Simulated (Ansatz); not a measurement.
## Fields on a plane of BAs (zinc blende)

```xyz
2
Lattice="0.0000 2.3920 2.3920 2.3920 0.0000 2.3920 2.3920 2.3920 0.0000" Properties=species:S:1:pos:R:3 pbc="T T T"
As     3.5879     3.5879     3.5879
B      0.0000     0.0000     0.0000
```

The slice is a {110} plane (indices of the conventional cell) through the point (0.750, 0.750, 0.750) (fractional), spanned by u = [100] and v = [1 -1 -1] in vectors of this cell: u (3.38 Å) and v (4.78 Å, at 90° to u). It covers one period; positions are fractions (u, v).

Atoms on it: As at (0.00, 0.00); B at (0.50, 0.75).

The numbers are results of r2SCAN (plane waves to 500 eV, PAW, scalar-relativistic; Ansatz, an electronic-structure program), not measurements. k mesh 12×12×12. Inside the PAW spheres the values are not all-electron values, and peaks at nuclei hang on which shells count as valence. BAs was relaxed with its symmetry unable to fall.

```
|xxxxxxxxxxxx  ::==========::  xxxxxxxxxx|
|xxxxxxxxxx    ....xxxxxx....    xxxxxxxx|
|xxxxxxxxxx    xxxxxxxxxxxxxx    xxxxxxxx|
|xxxxxxxx    xxxxxxxxxxxxxxxxxx    xxxxxx|
|xxxx        xxxxxxxxxxxxxxxxxx        xx|
|      ....xxxxxxxxxxxxxxxxxxxxxx....    |
|----====--xxxxxxxxxxxxxxxxxxxxxx--====--|
|********==xxxxxxxxxxxxxxxxxxxxxx==******|
|%%%%%%##++::xxxxxxxxxxxxxxxxxx::++##%%%%|
|@@@@%%%%**==xxxxxxxxxxxxxxxxxx==**%%%%@@|
|@@@@@@%%##**--xxxxxxxxxxxxxx--**##%%@@@@|
|@@@@@@@@%%##**==::xxxxxx::==**##%%@@@@@@|
|@@@@@@@@@@%%##**++++==++++**##%%@@@@@@@@|
|@@@@@@@@@@@@%%######**######%%@@@@@@@@@@|
|@@@@@@@@@@@@%%%%%%######%%%%%%@@@@@@@@@@|
|@@@@@@@@@@@@@@%%%%%%%%%%%%%%@@@@@@@@@@@@|
|@@@@@@@@@@@@@@%%%%%%%%%%%%%%@@@@@@@@@@@@|
|@@@@@@@@@@@@@@%%%%%%%%%%%%%%@@@@@@@@@@@@|
|%%%%%%%%%%%%%%%%%%%%%%%%%%%%%%%%%%%%%%%%|
|****####%%%%%%%%%%%%%%%%%%%%%%%%%%####**|
|----==++**##%%%%%%%%%%%%%%%%%%##**++==--|
|      ..--++####%%%%%%%%%%####++==..    |
|xxxx      --++##%%%%%%%%%%##++--      xx|
|xxxxxxxx    --**##%%%%%%##**--    xxxxxx|
|xxxxxxxxxx  ..++##%%%%%%##++..  xxxxxxxx|
|xxxxxxxxxx    ==**##%%##**==    xxxxxxxx|
|xxxxxxxxxxxx  --**######**--  xxxxxxxxxx|
|xxxxxxxxxxxx  ::++******++::  xxxxxxxxxx|
```
Scale: ten equal steps from -1.00 (start of ' ') to 7.28 (end of '@'), in the order ' .:-=+*#%@'. Values: electrostatic potential energy of an electron, from the cell's mean, in eV. The map has 20 points along u (two characters each, u = 0 at the left) and 28 along v (v = 0 in the bottom row). Points within 0.9 Å of a nucleus are blanked (x), as the pseudised field means little there. Values under -1 eV are set to -1. The zero, the cell's mean, hangs on the PAW cores.

```
v \ u  0.00  0.15  0.30  0.45  0.60  0.75  0.90
-----  ----  ----  ----  ----  ----  ----  ----
0.93      x  0.52  0.84  0.67  0.78  0.79  0.32
0.86   0.52  0.73  0.91  0.50  0.74  0.89  0.63
0.79   0.56  0.76  0.82     x     x  0.85  0.66
0.71   0.35  0.53  0.53     x     x  0.61  0.45
0.64   0.08  0.22  0.44  0.40  0.43  0.39  0.14
0.57   0.02  0.08  0.37  0.60  0.55  0.26  0.04
0.50   0.01  0.03  0.19  0.40  0.35  0.11  0.02
0.43   0.02  0.02  0.06  0.15  0.12  0.04  0.02
0.36   0.08  0.05  0.03  0.04  0.04  0.03  0.06
0.29   0.35  0.22  0.05  0.02  0.02  0.09  0.29
0.21   0.56  0.48  0.17  0.02  0.04  0.29  0.52
0.14   0.52  0.55  0.36  0.06  0.12  0.45  0.56
0.07      x  0.46  0.50  0.20  0.31  0.54  0.31
0.00      x  0.35  0.67  0.47  0.59  0.64     x
```

Values: electron localisation function (ELF). Points within 0.4 Å of a nucleus are blanked (x), as the pseudised field means little there.

| Property | Value |
|---|---|
| Density on the As–B line (2.07 Å) at its midpoint | 0.80 e/Å³ |
| ELF at that point | 0.9 |
| ELF maximum in the middle third of the As–B line | 0.91, 1.2 Å from As |
